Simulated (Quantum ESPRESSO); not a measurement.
## Al5TiZr2 (one composition in several site orders)

A calculation, not a measurement. The program is pw.x of Quantum ESPRESSO 7.5 (plane-wave density functional theory). The cell is made up: eight metal atoms on a hexagonal close-packed lattice, with elements, volume, strain and displacements drawn at random and not relaxed, so it may be unstable or far from any real phase. PseudoDojo standard norm-conserving files set the functional (PBE unless stated); there is no spin polarisation or spin-orbit coupling, the Fermi-Dirac width of 0.25 eV means electrons at about 2900 K, and the masses in the input are unused placeholders. A spin test at this wide smearing found no moment, but such smearing suppresses magnetism that the real alloy may have.

The runs put one composition on the sites in different orders. Cell, positions, cutoff, mesh and smearing stay as in the input of run 1; sites are counted in its order. Stress in the tables is positive in tension.

Input of run 1:

```
&control calculation='scf', pseudo_dir='./dojo.nc.sr.pbe.v0_5.standard.upf', outdir='./o', disk_io='medium', tprnfor=.true., tstress=.true. /
&system ibrav=0, nat=8, ntyp=3, nbnd=38, ecutwfc=84.00895049, nosym=.true., tot_charge=0,
 occupations='smearing', smearing='fd', degauss=0.0183746611
/
&electrons conv_thr=1.470e-08, electron_maxstep=70, mixing_beta=0.5 /
ATOMIC_SPECIES
Al 1.0 Al.upf
Ti 1.0 Ti.upf
Zr 1.0 Zr.upf
CELL_PARAMETERS angstrom
3.0313 0.0 0.0
1.5156 -2.6252 -4.8483
1.5156 7.8755 -4.8483
ATOMIC_POSITIONS angstrom
Al 0.1164 -0.0251 0.0222
Al 1.3332 2.509 -4.7852
Al 1.6208 -0.919 -2.2745
Ti 2.9594 1.8733 -7.3519
Zr 3.1212 5.3413 -4.9924
Al 3.1911 0.0545 -4.7766
Al 3.0966 1.7437 -2.3104
Zr 4.6121 4.4553 -7.3343
K_POINTS automatic
10 5 3 1 1 1
```

| run | elements on sites 1 to 8 | free energy less that of run 1 (eV) | -TS (eV) | pressure (GPa) | stress xx (GPa) | stress yy (GPa) | stress zz (GPa) | stress yz (GPa) | stress xz (GPa) | stress xy (GPa) | iterations |
| --- | --- | --- | --- | --- | --- | --- | --- | --- | --- | --- | --- |
| 1 | Al Al Al Ti Zr Al Al Zr | 0.000 | -1.339 | -1.05 | 0.00 | 3.66 | -0.50 | 0.87 | -0.33 | 0.61 | 15 |
| 2 | Al Al Zr Ti Al Al Al Zr | -1.031 | -1.174 | -1.80 | 0.45 | 2.61 | 2.35 | 0.10 | -0.34 | -0.06 | 16 |
| 3 | Zr Al Al Al Zr Al Ti Al | -0.922 | -1.273 | -2.16 | 1.69 | 3.24 | 1.56 | 1.17 | 0.05 | 0.62 | 15 |
| 4 | Ti Al Zr Al Zr Al Al Al | -0.445 | -1.236 | -1.38 | 2.58 | 1.96 | -0.39 | -0.16 | -0.13 | 0.71 | 15 |
| 5 | Zr Zr Al Al Ti Al Al Al | -1.526 | -1.187 | -2.63 | 2.37 | 2.80 | 2.71 | 0.72 | -0.15 | -1.05 | 15 |
| 6 | Ti Al Al Zr Al Zr Al Al | -1.511 | -1.316 | -4.06 | 3.11 | 3.96 | 5.10 | -1.30 | -0.93 | -0.15 | 15 |

Forces Fx Fy Fz (eV/Å):

| site | run 1 | run 2 | run 3 | run 4 | run 5 | run 6 |
| --- | --- | --- | --- | --- | --- | --- |
| 1 | -0.13 1.07 -0.69 | -0.13 0.39 0.11 | -0.06 1.43 -0.18 | -0.07 1.22 0.72 | -0.24 0.92 0.09 | -0.05 -0.20 0.13 |
| 2 | 0.35 0.65 -0.36 | 0.23 0.69 -0.49 | 0.49 0.44 0.09 | 0.39 0.59 -0.04 | 1.14 1.09 -0.51 | 0.56 1.09 0.04 |
| 3 | 0.00 1.31 -1.27 | -0.09 1.96 -1.83 | 0.02 1.01 -1.44 | 0.01 1.23 -2.07 | 0.01 0.25 -0.98 | 0.06 0.46 -0.67 |
| 4 | 0.29 -1.29 1.01 | 0.32 -0.99 0.23 | 0.26 -0.53 0.27 | 0.17 -0.37 0.14 | 0.11 -0.08 -0.22 | 0.20 0.14 -0.13 |
| 5 | -0.26 -0.93 1.72 | -0.11 -0.83 1.83 | -0.34 -2.29 1.40 | -0.33 -1.78 1.96 | -0.23 -0.76 0.87 | -0.13 -0.24 0.55 |
| 6 | -0.20 -0.35 -0.05 | -0.29 -0.21 -0.13 | -0.26 -0.27 0.06 | -0.25 -0.26 -0.25 | -0.63 -0.96 0.12 | -0.50 -1.14 0.22 |
| 7 | -0.03 0.24 0.07 | 0.01 0.47 -0.06 | -0.18 0.56 -0.40 | 0.02 0.12 -0.01 | -0.24 0.00 -0.10 | -0.02 -0.04 -0.06 |
| 8 | -0.02 -0.69 -0.43 | 0.06 -1.48 0.34 | 0.06 -0.35 0.21 | 0.06 -0.76 -0.44 | 0.08 -0.45 0.73 | -0.11 -0.07 -0.08 |

The sites are displaced and not relaxed, so the energy differences hold strain from misfit and are not ordering energies. A rerun of one cell of this series at a higher cutoff and on a denser mesh moved values by no more than 0.005 eV in energy, 0.07 GPa in stress and 0.004 eV/Å in force, and a second program with other atomic files agreed on that cell to 2 % rms in force and 0.5 GPa in pressure.